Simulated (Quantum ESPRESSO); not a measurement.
## Band energies of Li₄MgN₃H₃

```xyz
11
Lattice="-1.8447 5.3521 2.4020 1.8447 -5.3521 2.4020 1.8447 5.3521 -2.4020" Properties=species:S:1:pos:R:3 pbc="T T T"
H      0.0000     5.3521     2.1187
H      0.0000     1.1424     0.4689
H      0.0000     9.5619     0.4689
Li     0.0000     7.1940     0.0065
Li     0.0000     3.5102     0.0065
Li     0.0000     3.4165     2.4066
Li     1.8447     1.9356     0.0046
N      0.0000     5.3521     1.0901
N      0.0000     1.7903     1.2757
N      1.8447     3.5618    -1.1262
Mg     0.0000     0.0000     2.5224
```

norm-conserving LDA (Quantum ESPRESSO, 84 Ry, without SOC); path ΓXLTWRX1ZΓYSW,L1Y,Y1Z; energies in eV from the valence-band maximum.

```csv
k (1/Å),point,band 16,band 17,band 18,band 19,band 20,band 21,band 22,band 23
0.00,Γ,-1.67,-1.19,-1.14,-0.32,0.00,2.50,4.47,5.13
0.19,,-1.74,-1.32,-1.30,-0.34,-0.34,2.86,4.59,5.23
0.57,,-1.97,-1.66,-1.66,-1.45,-0.54,4.21,4.41,4.53
0.95,X,-2.16,-1.91,-1.17,-1.14,-0.87,3.47,3.80,5.55
1.47,L,-1.90,-1.62,-1.27,-1.01,-0.82,4.86,5.45,5.73
1.47,T,-1.94,-1.62,-1.31,-0.94,-0.79,5.14,5.57,5.70
1.77,W,-1.78,-1.69,-1.22,-1.00,-0.87,5.25,5.28,6.43
1.99,,-1.83,-1.71,-1.25,-1.05,-0.88,4.51,5.06,5.90
2.42,R,-2.13,-2.04,-1.18,-1.11,-0.98,3.11,4.74,5.05
2.42,X1,-2.16,-1.91,-1.17,-1.14,-0.87,3.47,3.80,5.55
2.61,,-2.06,-1.71,-1.12,-0.99,-0.83,3.45,4.01,4.91
2.80,,-1.87,-1.56,-1.21,-0.77,-0.60,3.50,4.06,4.53
3.17,Z,-1.72,-1.56,-1.24,-0.34,-0.17,2.81,3.67,5.30
3.56,,-1.62,-1.46,-0.83,-0.59,-0.02,2.76,3.91,5.56
3.76,Γ,-1.67,-1.19,-1.14,-0.32,0.00,2.50,4.47,5.13
3.92,,-1.70,-1.15,-1.11,-0.35,-0.07,2.67,4.62,5.24
4.07,,-1.73,-1.05,-1.04,-0.42,-0.27,3.08,5.07,5.54
4.39,,-1.58,-0.96,-0.70,-0.68,-0.54,3.79,5.47,6.08
4.55,Y,-1.51,-1.22,-0.61,-0.58,-0.51,3.71,4.80,5.94
4.71,,-1.52,-1.08,-0.68,-0.58,-0.57,3.83,5.08,6.06
4.87,S,-1.52,-0.97,-0.78,-0.58,-0.58,3.89,5.22,6.12
5.01,,-1.60,-0.99,-0.83,-0.67,-0.57,4.00,5.35,6.23
5.15,,-1.66,-1.12,-0.90,-0.88,-0.59,4.27,5.70,6.40
5.43,,-1.68,-1.45,-1.31,-0.97,-0.72,4.92,5.58,6.44
5.72,W,-1.78,-1.69,-1.22,-1.00,-0.87,5.25,5.28,6.43
5.72,L1,-1.90,-1.62,-1.27,-1.01,-0.82,4.86,5.45,5.73
5.87,,-1.80,-1.50,-1.21,-1.03,-0.82,4.76,5.59,5.93
6.02,,-1.73,-1.30,-1.09,-1.02,-0.74,4.52,5.78,5.80
6.32,,-1.66,-1.18,-0.68,-0.67,-0.55,3.84,4.95,5.97
6.47,Y,-1.51,-1.22,-0.61,-0.58,-0.51,3.71,4.80,5.94
6.47,Y1,-1.51,-1.22,-0.61,-0.58,-0.51,3.71,4.80,5.94
6.73,,-1.63,-1.58,-0.90,-0.40,-0.26,3.15,3.92,5.50
6.99,Z,-1.72,-1.56,-1.24,-0.34,-0.17,2.81,3.67,5.30
```

The LDA gap is direct, 2.50 eV at Γ.

Geometry of the Materials Project entry, not relaxed at this level.

The structure is a Materials Project entry; no match was found in the copy of COD used, and its stability was not checked.

Letters of k points follow the standard setting of the lattice, whose axes may be ordered differently from the printed cell.
